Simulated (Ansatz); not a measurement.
This cell of MgAu (CsCl type) is off equilibrium:

```
CELL_PARAMETERS angstrom
      6.43911     0.00000     0.00000
      0.00000     3.21955     0.00000
      0.00000     0.00000     3.21955
ATOMIC_POSITIONS crystal
  Mg 0.23706 0.50000 0.50000
  Mg 0.76294 0.50000 0.50000
  Au 0.00000 0.00000 0.00000
  Au 0.50000 0.00000 0.00000
```

Calculation: LDA (plane waves to 420 eV, PAW, scalar-relativistic; Ansatz, an electronic-structure program). k mesh 7×14×14 (Γ-centred), Fermi-Dirac smearing 0.05 eV. Compression counts positive. With partly filled bands, energies and forces of such displacements shift with the k mesh and the smearing. MgAu was relaxed with its symmetry unable to fall. Spin-orbit coupling is left out, though Au is heavy.

**Question.** What forces act on the atoms (eV/Å, Cartesian)?

**Answer.** 
```tsv
atom	Fx	Fy	Fz
Mg1	0.609	0.000	0.000
Mg2	-0.609	0.000	0.000
Au3	0.000	0.000	0.000
Au4	0.000	0.000	0.000
```

(For displaced atoms, the force is minus the slope of the energy, and its curvature is a force constant, which sets phonon frequencies.)
